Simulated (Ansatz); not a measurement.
These are results of DFT PBE, scalar-relativistic, plane waves, PAW, and for the lanthanide a 4f-in-core norm-conserving potential, in Ansatz 0.2.0, not measurements. Settings: cutoff 690 eV, Γ-centred meshes spaced at most about 0.3 Å⁻¹, and about 0.25 Å⁻¹ or finer for metals (2π included), Gaussian smearing. No spin polarisation in the final relaxations.

These are static total energies at zero pressure. All come from trial cells, and lower structures may exist.

Question: These unrelaxed guesses for TmSb₂Cl₂ are each relaxed within their symmetry. Order them by the energy at which they end, lowest first.
A.

Space group P4/mmm (No. 123). a = 4.854 Å, b = 4.854 Å, c = 6.584 Å, α = 90.00°, β = 90.00°, γ = 90.00°
```csv
atom,site,symmetry,x,y,z
Tm,1a,4/mmm,0.0000,0.0000,0.0000
Sb,2h,4mm,0.5000,0.5000,0.2400
Cl,2e,mmm.,0.0000,0.5000,0.5000
```

B.

Space group P-3m1 (No. 164). a = 4.915 Å, b = 4.915 Å, c = 7.714 Å, α = 90.00°, β = 90.00°, γ = 120.00°
```tsv
atom	site	symmetry	x	y	z
Tm	1a	-3m.	0.0000	0.0000	0.0000
Sb	2d	3m.	0.3333	0.6667	0.6459
Cl	2d	3m.	0.3333	0.6667	0.2585
```

C.

Space group P-3m1 (No. 164). a = 4.097 Å, b = 4.097 Å, c = 11.007 Å, α = 90.00°, β = 90.00°, γ = 120.00°
```csv
atom,site,symmetry,x,y,z
Tm,1b,-3m.,0.0000,0.0000,0.5000
Sb,2d,3m.,0.6667,0.3333,0.6607
Cl,2d,3m.,0.6667,0.3333,0.2155
```

Answer: B (ends in P-3m1, 0 meV/atom), C (ends in P-3m1, 0.62 eV/atom), A (ends in P4/mmm, 0.87 eV/atom).

Weakly bound directions are ill-defined at this level, which has no dispersion term (P-3m1 at 34.1 Å³/atom, P-3m1 at 36.2 Å³/atom), and this can change margins and order among such cells. These runs have no spin–orbit coupling, which can matter for Sb. In P-3m1 at 34.1 Å³/atom, P-3m1 at 36.2 Å³/atom, P4/mmm an odd number of valence electrons (the lanthanide is held trivalent, its 4f shell in the core) allows no gap without spin; another valence of the lanthanide, a larger cell or a magnetic state could open one. A magnetic state wasn't ruled out in cells without spin, among them P4/mmm. Cells relaxed within their symmetry can be saddle points. Some candidate types were left out of the draw beforehand, so a known form may be missing.

The lanthanide is trivalent by construction, without f bands, f moments or other valences.
